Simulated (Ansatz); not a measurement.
## Sb (Im-3m), clamped-ion strain scan

Theory: DFT PBEsol, scalar-relativistic, plane waves, PAW in Ansatz 0.2.0. Settings: plane waves to 420 eV, k-mesh 18×18×18 (Γ-centred), Gaussian smearing 0.15 eV. No spin polarisation. Energies are free energies at this smearing, counted from the undisturbed cell; pressure is positive in compression.

The starting cell (as given, not relaxed at this level; it stands at -0.7 GPa; this bcc form isn't the usual structure):

```
CELL_PARAMETERS angstrom
-1.87134 1.87134 1.87134
1.87134 -1.87134 1.87134
1.87134 1.87134 -1.87134
ATOMIC_POSITIONS crystal
Sb 0.00000 0.00000 0.00000
```

The cell is strained by ε times the Voigt pattern (1, 0, 0, 0, 0, 0) (xx, yy, zz, yz, xz, xy; engineering shear) with fractional coordinates fixed. The cell is metallic on the mesh throughout.

```
      ε  ΔE (meV/atom) stress summed along the pattern (GPa, tension positive) pressure (GPa)
-0.0600           24.8                                                    -5.84             4.2
-0.0300              ?                                                        ?             1.5
 0.0000            0.0                                                     0.72            -0.7
 0.0150            3.6                                                     2.21            -1.7
 0.0450           19.9                                                     4.25            -3.3
 0.0600           31.4                                                     5.08            -4.0
```

Task: Give the withheld values.

Result: ΔE (meV/atom) at ε = -0.0300: 4.5; stress summed along the pattern (GPa, tension positive) at ε = -0.0300: -2.54.